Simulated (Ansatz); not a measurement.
Zone-centre phonons of BN at 9 GPa: input and output

Method: Ansatz, DFT LDA, scalar-relativistic, plane waves, PAW.

Launched with:
```bash
ansatz run input.yaml --threads 1 --pin off --max-ram 3072MiB --backend cpu --events-out ev --progress --plain --runs-dir out
```

Input (bare energies are in eV):
```yaml
crystal:
  lattice:
    - [0.0, 1.7774769167, 1.7774769167]
    - [1.7774769167, 0.0, 1.7774769167]
    - [1.7774769167, 1.7774769167, 0.0]
  atoms:
    - { symbol: B, position: [0.0, 0.0, 0.0] }
    - { symbol: "N", position: [0.75, 0.75, 0.75] }
basis:
  ecutwfc: 420
kpoints:
  mp_grid: { grid: [12, 12, 12] }
hamiltonian:
  xc: lda
scf:
  occupations: { method: fixed }
output:
  eigenvalues: true
phonons:
  method: dfpt
  dielectric: true
  rigid_motions: translations
  eigenvectors: true
```

Results section of the output:
```
--- Phonons (Γ-DFPT): 2 representative perturbations + reference, on 280 of 1728 k-points (Σ response iterations 6) ---
  k mesh reduced under 4 symmetry operations, with k and −k counted as one. Each operation leaves every solved perturbation unchanged. A smaller set is not considered because the run solves the response ...
  ASR residual: 1.055e-4 → 0.000e0 eV/Å²; symmetrization residual: 3.548e-7 eV/Å²
  ASR residual per site (eV/Å²): 7.78e-5 1.06e-4
  Γ frequencies (cm⁻¹): 0.00 0.00 0.00 1096.72 1096.72 1096.72
  ε∞ (high-frequency dielectric tensor):
        4.546956     0.000000     0.000000
       -0.000000     4.546956     0.000000
        0.000000     0.000000     4.546956
  ε⁰ (static dielectric tensor: ions relaxed, cell fixed):
        6.629812     0.000000     0.000000
       -0.000000     6.629812    -0.000000
        0.000000    -0.000000     6.629812
  ε⁰ − ε∞ (ionic part):
        2.082856    -0.000000     0.000000
       -0.000000     2.082856    -0.000000
        0.000000    -0.000000     2.082856
  softest optical mode at Γ: 1096.72 cm⁻¹; the repairs (sum rule, projections) moved no ω² at Γ by more than (1.45 cm⁻¹)²
  Born effective charges Z* (e; rows j = field, columns β = displacement):
    site 0:
         1.86786   -0.00000    0.00000
         0.00000    1.86786    0.00000
         0.00000   -0.00000    1.86786
    site 1:
        -1.86786    0.00000   -0.00000
        -0.00000   -1.86786   -0.00000
        -0.00000    0.00000   -1.86786
  Z* charge neutrality: 1.794e-6 e pre-enforcement
  k-mesh period / interband length: 30.2 Å / 1.28 Å = 23.50 at k = (0.0000, -0.5000, -0.5000), direct gap 9.599 eV — 14 or more, which is no proof of convergence
  optical modes at Γ without the LO–TO term, one row a degenerate level:
      ω (cm⁻¹) modes IR ((D/Å)²/amu)
       1096.72      3            39.5778
  optical modes at Γ + LO–TO along q̂ = [1.0000, 0.0000, 0.0000]:
      ω (cm⁻¹) modes IR ((D/Å)²/amu)
       1096.72      2            26.3852
       1324.30      1            13.1926
  optical modes at Γ + LO–TO along q̂ = [0.0000, 1.0000, 0.0000]:
      ω (cm⁻¹) modes IR ((D/Å)²/amu)
       1096.72      2            26.3852
       1324.30      1            13.1926
  optical modes at Γ + LO–TO along q̂ = [0.0000, 0.0000, 1.0000]:
      ω (cm⁻¹) modes IR ((D/Å)²/amu)
       1096.72      2            26.3852
       1324.30      1            13.1926
```

The run took 12 s on 1 thread of Intel(R) Xeon(R) Platinum 8259CL CPU @ 2.50GHz (Skylake/Cascade Lake) (shared host), peak memory 0.44 GiB.